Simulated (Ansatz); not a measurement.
Consider the following.

WN$_{2}$:
```
WN2
1.0
    4.99250     0.00000     0.00000
    0.00000     4.82546     0.00000
    0.00000     0.00000     4.91494
W N
4 8
Direct
  0.06376   0.28111   0.23252
  0.93624   0.71889   0.73252
  0.56376   0.71889   0.23252
  0.43624   0.28111   0.73252
  0.35882   0.07289   0.12848
  0.64118   0.92711   0.62848
  0.85882   0.92711   0.12848
  0.14118   0.07289   0.62848
  0.24658   0.57108   0.99501
  0.75342   0.42892   0.49501
  0.74658   0.42892   0.99501
  0.25342   0.57108   0.49501
```

This is the PBEsol-relaxed structure. Cartesian axes are those of the cell as given.

Question: All from PBEsol (plane waves, PAW; program Ansatz), unless another level is named. Predict the band gap.

Answer: 0.57 eV (smallest direct gap 0.57 eV).

Question: What about the formation energy from the elements (no fitted shifts)?

Answer: -0.24 eV/atom.

Question: Next, the electron effective mass?

Answer: 0.37, 0.73, 0.73 mₑ (principal values).

Question: Give the conduction-band minimum.

Answer: at Y (k = 0.000, 0.500, 0.000 in fractions of the reciprocal vectors).

Question: And the valence-band maximum?

Answer: on the Y–Γ line, 73 % of the way from Y (k = 0.000, 0.135, 0.000 in fractions of the reciprocal vectors).

Space group Pca2_1. The start of the workflow was typed in or built on a structure type; neither database checked (COD, Materials Project) lists it. Its standing as an ambient phase is unchecked. The cell was relaxed with PBEsol under the symmetry of its start; whether a distortion lowers the energy is not shown. The workflow began spin-polarised and lost its moments. The references are the lowest solids computed at this level, not always the standard phases (solids in place of the gases). Scalar-relativistic: spin–orbit coupling is off unless named, which matters more the heavier the elements.

Potentials: the earlier of the program's two PAW sets. The files were generated under PBE; for other functionals the program regenerates the frozen cores, and for LDA and PBEsol the local potential too.
